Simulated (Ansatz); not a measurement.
**Cu: energy along a strain**

Cu, P6_3/mmc, a = 2.534 Å, c = 4.113 Å (as given, not relaxed at this level: 0.2 GPa). This isn't the element's structure at ambient conditions. Ansatz: r2SCAN, PAW, 500 eV, Γ-centred 24×24×12 mesh on 2 atoms, Gaussian smearing 0.15 eV; no spin polarisation. Cell vectors (Å): 2.534 0.000 0.000; -1.267 2.195 0.000; 0.000 0.000 4.113. The cell is strained by x per cent times the pattern (0 1 0 0 0 0) in the order xx yy zz yz xz xy (engineering shears), with fractional coordinates held. y is the free energy over the start, V0 = 11.436 Å³/atom.

| x (%) | y (meV/atom) |
| --- | --- |
| -4.00 | ? |
| -3.00 | 8.17 |
| -2.00 | 3.34 |
| 0.00 | 0.00 |
| 1.00 | 1.22 |
| 3.00 | 8.71 |
| 4.00 | 14.70 |

**Question.** Fit y = c1 x + c2 x² + c3 x³ to the other rows, get the stiffness along the pattern, and predict the missing energy.

**Answer.** Least squares on the rows shown. y = 0.30262 x + 0.93784 x² − 0.023676 x³. The clamped-ion stiffness p·C·p = 2 × 9.378 eV × 160.2 / 11.436 Å³ = 263 GPa, which is C22 in these axes; c1 is there for the stress left in the start, which by itself gives a slope of 0.30 meV/atom per %. At x = -4.00 the fit asked for gives 15.31 meV/atom. The run gave 15.28 meV/atom, so the fit is 0.03 meV/atom too high, a small miss on the scale of the series.